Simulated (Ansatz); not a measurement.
Cell and atoms are relaxed with the symmetry kept. Start:

```
CELL_PARAMETERS angstrom
3.97600 0.00000 0.00000
-1.98800 3.44332 0.00000
0.00000 0.00000 6.43200
ATOMIC_POSITIONS crystal
Mn 0.33333 0.66667 0.00000
Mn 0.66667 0.33333 0.50000
S 0.33333 0.66667 0.38500
S 0.66667 0.33333 0.88500
```

Level of theory: DFT r2SCAN, scalar-relativistic, plane waves, PAW (Ansatz).

Cutoff 500 eV; k points 12×12×4 on the computed 4-atom cell (Γ-centred); Gaussian smearing, width 0.02 eV; collinear spin from starting moments 4.72 4.72 0.12 0.12 μB.

Q: What does it relax to?

A: The volume increases by 0.49 Å³/atom to 22.50 Å³/atom, and the energy falls by 4.8 meV/atom. The cell ends with a moment of 10.00 μB (only this magnetic start was tried). Final structure:
```xyz
4
Lattice="4.0101 0.0000 0.0000 -2.0050 3.4728 0.0000 0.0000 0.0000 6.4632" Properties=species:S:1:pos:R:3 pbc="T T T"
Mn    0.0000    2.3152    0.0195
Mn    2.0050    1.1576    3.2511
S     0.0000    2.3152    2.4688
S     2.0050    1.1576    5.7004
```

Course of the relaxation (steps run on the plane waves of an earlier cell, and the basis is chosen afresh near the end, so energy and pressure can step there; trial steps that raised the energy were taken back; energies are free energies):

| step | E − E_final (meV/atom) | largest force component (eV/Å) | P (GPa) | V (Å³/atom) |
| --- | --- | --- | --- | --- |
| 1 | 4.8 | 0.216 | 1.56 | 22.01 |
| 2 | 1.1 | 0.119 | 0.38 | 22.38 |
| 3 | 0.3 | 0.025 | -0.02 | 22.51 |
| 4 | 0.2 | 0.001 | 0.00 | 22.50 |
| 5 | 0.0 | 0.001 | 0.00 | 22.50 |

The state reached may not be the lowest one. The program reads another magnetic order as possibly lower. Moments started parallel, and an antiferromagnetic order may lie lower.

Cost: 1 run of about 11 core-minutes, on Intel Xeon Processor @ 2.50GHz (Skylake/Cascade Lake) (shared hosts).